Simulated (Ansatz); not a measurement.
C in space group P6_122 (No. 178; C on 6b), the program Ansatz at the PBEsol level (PAW). The conduction-band minimum lies on the Γ–A line, 39 % of the way from Γ, with 2 equivalent valleys. Second derivatives d²E/dk² of the lowest band at one valley (eV·Å²), along Cartesian directions:

```tsv
direction	d²E/dk²
[100]	1.391
[010]	1.391
[001]	26.17
[110]	1.391
[101]	13.76
[011]	13.76
```

Problem. Find the principal effective masses, the density-of-states mass and the conductivity mass.

Solution. Off-diagonal terms follow from H_xy = H[110] − (H_xx + H_yy)/2, and m*/mₑ = 7.620 eV·Å² over each eigenvalue: 0.29, 5.5, 5.5. One valley's DOS mass (m₁m₂m₃)^(1/3) = 2.1, conductivity mass 3/(Σ 1/mᵢ) = 0.79 mₑ.

Problem. What effective density of states Nc follows at 300 K for parabolic valleys?

Solution. Nc = 2.509e19 × 2 × (2.1)^(3/2) ≈ 1.5e20 cm⁻³.

Problem. With the computed static dielectric constant 5.32 (mean of the diagonal), estimate a hydrogenic donor's binding energy and radius.

Solution. E = 13.606 eV × 0.79/5.32² ≈ 380 meV; a = 0.529 Å × ε/m* ≈ 3.6 Å. Semilocal masses tend to be too small when the gap is underestimated.

The start of the workflow was typed in or built on a structure type; neither database checked (COD, Materials Project) lists it. It is not the phase usual at ambient conditions (space group No. 194, 227). Symmetry was held in the PBEsol relaxation; its stability against distortions is not shown here.

Potentials: the later of the program's two PAW sets.
